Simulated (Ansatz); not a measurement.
A distorted cell of PbS (rock salt):

```yaml
crystal:
  lattice:
    - [0.00000, 6.00891, 6.00891]
    - [3.00445, 0.00000, 3.00445]
    - [3.00445, 3.00445, 0.00000]
  atoms:
    - { symbol: S, position: [0.00000, 0.00000, 0.00000] }
    - { symbol: S, position: [0.44009, 0.88018, 0.11982] }
    - { symbol: Pb, position: [0.25000, 0.50000, 0.50000] }
    - { symbol: Pb, position: [0.75000, 0.50000, 0.50000] }
```

Calculation: PBE (plane waves to 420 eV, PAW, scalar-relativistic; Ansatz, an electronic-structure program). k mesh 4×8×8 (Γ-centred), Fermi-Dirac smearing 0.05 eV. Energies are smeared free energies. Stress and pressure are positive under compression. PbS was relaxed with its symmetry unable to fall. Spin-orbit coupling is left out, though Pb is heavy.

Q: What forces act on the atoms (eV/Å, Cartesian)?

A: 
| atom | Fx | Fy | Fz |
|---|---|---|---|
| S1 | 0.302 | -0.302 | -1.439 |
| S2 | -0.272 | 0.272 | 5.117 |
| Pb3 | 0.139 | -0.139 | -4.023 |
| Pb4 | -0.169 | 0.169 | 0.345 |

Q: What is the stress tensor (GPa)?

A: 
```
   -0.1      0.1     -0.3
    0.1     -0.1      0.3
   -0.3      0.3     16.9
```
The pressure, a third of the trace, is 5.5 GPa.

Q: In it atom 2 sits (0.000, 0.000, -0.720) Å away from its relaxed site. What is its energy relative to the relaxed cell?

A: 1186 meV/cell.

(For displaced atoms, the force is minus the slope of the energy, and its curvature is a force constant, which sets phonon frequencies.)
